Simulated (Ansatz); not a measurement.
# Sb: strain and displacement

```
Sb
1.0
     2.15060    1.24165    3.74400
    -2.15060    1.24165    3.74400
     0.00000   -2.48330    3.74400
Sb
2
Cartesian
  0.0000 0.0000 2.6242
  0.0000 0.0000 8.6078
```

Atoms are numbered in the order listed.

The structure is an experimental refinement, used without relaxation.

Spin–orbit coupling is left out, though it moves levels of the heavy atoms by tenths of an eV or more.

These are results of Ansatz 0.2.0, DFT, LDA, all-electron LAPW, scalar-relativistic, not measurements.

Settings: a Γ-centred 12×12×12 k mesh, Fermi–Dirac smearing of 0.03 eV, basis error target 0.5 meV/atom, no spin polarisation.

The unchanged cell is at -0.82 GPa.

In a metal, stresses and small energies carry noise from the k mesh.

x, y and z are the Cartesian axes of the cell as listed; fractional coordinates follow a strain, and an engineering shear is twice the off-diagonal strain component.

Question: One change gave: energy change +4 meV/atom; stress change (xx, yy, zz, yz, xz, xy) 0.56, -0.51, 0.05, -1.16, -0.62, -0.22 GPa, compression positive; change of the force on Sb1 (-0.059, -0.092, 0.003) eV/Å. Which change was it?
A. equal xy, yz and zx engineering shear strains of -1 %
B. equal xy, yz and zx engineering shear strains of +1 %
C. equal xy, yz and zx engineering shear strains of -2 %
D. equal xy, yz and zx engineering shear strains of +2 %

Answer: D. For equal xy, yz and zx engineering shear strains of -2 %: energy change +4 meV/atom; stress change (xx, yy, zz, yz, xz, xy) -0.55, 0.61, 0.05, 1.20, 0.63, 0.20 GPa, compression positive; change of the force on Sb1 (0.066, 0.092, 0.002) eV/Å. For equal xy, yz and zx engineering shear strains of -1 %: energy change under 1 meV/atom; stress change (xx, yy, zz, yz, xz, xy) -0.28, 0.30, 0.01, 0.60, 0.31, 0.11 GPa, compression positive; change of the force on Sb2 (-0.033, -0.046, 0.000) eV/Å. For equal xy, yz and zx engineering shear strains of +1 %: energy change under 1 meV/atom; stress change (xx, yy, zz, yz, xz, xy) 0.29, -0.27, 0.01, -0.59, -0.31, -0.12 GPa, compression positive; change of the force on Sb1 (-0.031, -0.046, 0.000) eV/Å.
